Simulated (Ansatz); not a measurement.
## Si₂Sb₂Te: zone-centre modes

These are results of DFT PBE, scalar-relativistic, plane waves, PAW (Ansatz), not measurements. Plane waves to 420 eV; Γ-centred k mesh 6×6×6; Gaussian smearing of 0.10 eV. No spin polarisation. Phonons by linear response, acoustic sum rule imposed.

Relaxed structure:
```yaml
crystal:
  lattice:
    - [6.15291, -3.61736, 0.00000]
    - [6.15291, 3.61736, 0.00000]
    - [0.00000, 0.00000, 6.86498]
  atoms:
    - { symbol: Si, position: [0.98045, 0.68125, 0.28734] }
    - { symbol: Si, position: [0.31875, 0.01955, 0.28734] }
    - { symbol: Si, position: [0.68125, 0.98045, 0.78734] }
    - { symbol: Si, position: [0.01955, 0.31875, 0.78734] }
    - { symbol: Sb, position: [0.65628, 0.04556, 0.16953] }
    - { symbol: Sb, position: [0.95444, 0.34372, 0.16953] }
    - { symbol: Sb, position: [0.34372, 0.95444, 0.66953] }
    - { symbol: Sb, position: [0.04556, 0.65628, 0.66953] }
    - { symbol: Te, position: [0.31202, 0.68798, 0.14786] }
    - { symbol: Te, position: [0.68798, 0.31202, 0.64786] }
```

The structure comes from a proposed guess, relaxed at this level; another structure or a mixture of phases may lie lower. In a metal, frequencies depend on the k mesh and the smearing, soft modes most. Spin–orbit coupling is left out, which matters for heavy elements.

Optical modes at Γ:
```tsv
frequency (meV)	degeneracy
4.8	1
4.9	1
6.8	1
8.6	1
9.5	1
9.9	1
10.5	1
10.6	1
11.6	1
11.9	1
12.0	1
12.4	1
15.7	1
16.1	1
16.7	1
35.6	1
35.8	1
37.3	1
37.4	1
37.6	1
38.4	1
38.6	1
38.8	1
39.0	1
39.1	1
39.6	1
41.4	1
```

All 27 optical modes at Γ are real: no displacement of atoms at fixed cell lowers the energy to second order. Strains and modes at other wave vectors aren't tested by this run.
